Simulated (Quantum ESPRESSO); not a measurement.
# AlGaIn2P4: a curve over strain

A calculation, not a measurement. The program is pw.x of Quantum ESPRESSO 7.5 (plane-wave density functional theory). The cell is made up: 8 atoms on a zincblende/diamond lattice, with randomly drawn elements, strain and displacements, not relaxed. PseudoDojo standard norm-conserving files (v0.5 for PBE, v0.4.1 for LDA and PBEsol) set the functional; there is no spin polarisation, spin-orbit coupling or dispersion term, and the masses in the input are unused placeholders.

Seven runs add a strain to one cell (the same along x and y); the atoms follow the cell and are not relaxed. Stress in the table is positive in tension.

Input of the run at +0.0041:

```
&control calculation='scf', pseudo_dir='./dojo.nc.sr.pbe.v0_5.standard.upf', outdir='./o', disk_io='low', tprnfor=.true., tstress=.true. /
&system ibrav=0, nat=8, ntyp=4, nbnd=37, ecutwfc=79.96652505, nosym=.true., tot_charge=0,
 occupations='smearing', smearing='fd', degauss=0.0018374661
/
&electrons conv_thr=7.350e-09, electron_maxstep=60, /
ATOMIC_SPECIES
Al 1.0 Al.upf
Ga 1.0 Ga.upf
In 1.0 In.upf
P 1.0 P.upf
CELL_PARAMETERS angstrom
5.6189 -0.06 -0.0775
-0.06 5.568 0.0539
-0.0778 0.0541 5.6036
ATOMIC_POSITIONS angstrom
Al -0.0251 -0.1483 -0.0312
Ga -0.0233 2.6395 2.869
In 2.6814 0.0567 2.7111
In 2.7046 2.7266 0.0608
P 1.4029 1.3659 1.4228
P 1.2068 4.3106 4.0741
P 4.099 1.4709 3.9928
P 4.1402 4.2263 1.3344
K_POINTS automatic
4 4 4 1 1 1
```

| added strain | free energy less that of the input shown (eV) | stress xx (GPa) | stress yy (GPa) | stress zz (GPa) | stress xy (GPa) | pressure (GPa) | iterations |
| --- | --- | --- | --- | --- | --- | --- | --- |
| -0.0235 | 0.7314 | -16.18 | -15.48 | -14.22 | -5.64 | 15.29 | 10 |
| -0.0123 | 0.3882 | -13.19 | -12.62 | -11.82 | -5.06 | 12.54 | 10 |
| -0.0073 | 0.2565 | -11.94 | -11.43 | -10.83 | -4.82 | 11.40 | 10 |
| +0.0041 | 0.0000 | -9.27 | -8.88 | -8.74 | -4.29 | 8.96 | 10 |
| +0.0066 | -0.0479 | -8.71 | -8.35 | -8.32 | -4.19 | 8.46 | 10 |
| +0.0199 | -0.2577 | -5.94 | -5.72 | -6.21 | -3.64 | 5.96 | 10 |
| +0.0222 | -0.2864 | -5.50 | -5.29 | -5.88 | -3.55 | 5.56 | 10 |

A cubic fit gives a slope of stress xx against the added strain of 231 GPa at zero added strain, with the atoms clamped. Across the table the free energy follows the integral of the stress to within 1.9 meV. A rerun of one of the cells at 1377 eV and a 6 x 6 x 6 mesh moved values by no more than 0.008 eV in energy, 0.02 GPa in stress and 0.002 eV/Å in force.